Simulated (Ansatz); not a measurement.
AlNi (rock salt, Fm-3m) under volume change, r²SCAN (plane waves, PAW; program Ansatz), scaled uniformly.

| V (Å³/atom) | E − E(relaxed) (meV/atom) | P (GPa) |
|---|---|---|
| 12.619 | 49.7 | 13.87 |
| 13.035 | 20.9 | 8.49 |
| 13.451 | 4.9 | 3.91 |
| 13.867 | 0.0 | 0.00 |
| 14.283 | 4.4 | -3.32 |
| 14.699 | 16.8 | -6.15 |
| 15.115 | 36.0 | -8.56 |

Problem. What does a third-order Birch–Murnaghan fit give for V₀, B₀ and B′?

Solution. V₀ = 13.87 Å³/atom, B₀ = 120 GPa, B′ = 4.3.

The start of the workflow was typed in or built on a structure type; neither database checked (COD, Materials Project) lists it. It is not the phase usual at ambient conditions (space group No. 221). Symmetry was held in the r²SCAN relaxation. At this level the phase is mechanically unstable. The workflow began spin-polarised and lost its moments.

Potentials: the earlier of the program's two PAW sets.
